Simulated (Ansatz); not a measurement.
## TaSi2 (CrSi2 type, space group P6_222), energy against volume

TaSi2 (CrSi2 type, space group P6_222)

```
TaSi2
1.0
    4.77602     0.00000     0.00000
   -2.38801     4.13616     0.00000
    0.00000     0.00000     6.56279
Ta Si
3 6
Direct
  0.50000   0.00000   0.00000
  0.50000   0.50000   0.33333
  0.00000   0.50000   0.66667
  0.15841   0.31683   0.00000
  0.84159   0.15841   0.33333
  0.68317   0.84159   0.66667
  0.84159   0.68317   0.00000
  0.15841   0.84159   0.33333
  0.31683   0.15841   0.66667
```

The volume is varied about the relaxed value V₀ at fixed cell shape. The atoms relax within the cell's symmetry.

The numbers are results of r2SCAN (plane waves to 500 eV, PAW, scalar-relativistic; Ansatz, a quantum-chemistry and plane-wave program), not measurements. k mesh 12×12×8 (Γ-centred), Fermi-Dirac smearing 0.05 eV. E stands for the smeared free energy. Stress and pressure are positive under compression. With the shape held, the modulus is that of even scaling; a crystal free to change shape is softer. Spin-orbit coupling is left out, though Ta is heavy. TaSi2 is run without spin polarisation. TaSi2 was relaxed with its symmetry unable to fall. ΔE is measured from the relaxed starting cell.

| V (Å³/atom) | ΔE (meV/atom) | P (GPa) |
|---|---|---|
| 13.541 | 36 | 14.0 |
| 13.757 | 20 | 10.0 |
| 13.973 | 8 | 6.4 |
| 14.189 | 2 | 3.1 |
| 14.405 | 0 | 0.0 |
| 14.621 | 2 | -2.8 |
| 14.837 | 8 | -5.5 |
| 15.053 | 17 | -7.9 |
| 15.269 | 29 | -10.1 |

Key numbers:

```
Item                                                                          Result
---------------------------------------------------------------------  -------------
Pressure at the smallest volume                                             14.0 GPa
Energy cost of the largest compression                                   36 meV/atom
Energy cost of the largest expansion                                     29 meV/atom
Bulk modulus at fixed cell shape B₀ (third-order Birch-Murnaghan fit)        197 GPa
Pressure derivative B₀′ (fit)                                                    4.3
Equilibrium volume of the fit                                          14.41 Å³/atom
Pressure for 5 % compression (fit)                                          11.3 GPa
```

(Under strain, the slope of the energy per volume gives the stress and its curvature an elastic modulus.)
